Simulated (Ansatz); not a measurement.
PbSe in space group P-6m2 (No. 187; Pb on 1a, Se on 1f) at seven volumes, plane-wave PAW PBE (Ansatz code), shape and atoms relaxed at each. One row is withheld.

| V (Å³/atom) | P (GPa) |
|---|---|
| 27.708 | 4.64 |
| 28.621 | 2.92 |
| 29.535 | ? |
| 30.448 | 0.00 |
| 31.362 | -1.17 |
| 32.275 | -2.16 |
| 33.189 | -2.99 |

Q: Fit the shown pressures and predict the withheld one.

A: P = (3/2)B₀(x^(7/2) − x^(5/2))[1 + (3/4)(B′ − 4)(x − 1)] with x = (V₀/V)^(2/3). Least squares on the six rows gives V₀ = 30.452 Å³/atom, B₀ = 41.2 GPa, B′ = 3.82. At V = 29.535, x = 1.0206 and P = 1.34 GPa. The run itself gave 1.35 GPa.

The cell is a constructed one: a structure type filled with these elements; neither database checked (COD, Materials Project) lists it. It is not the phase usual at ambient conditions (space group No. 225). The cell was relaxed with PBE under the symmetry of its start; its stability against distortions is not shown here. Scalar-relativistic: spin–orbit coupling is off unless named, which matters more the heavier the elements.

Potentials: the later of the program's two PAW sets.
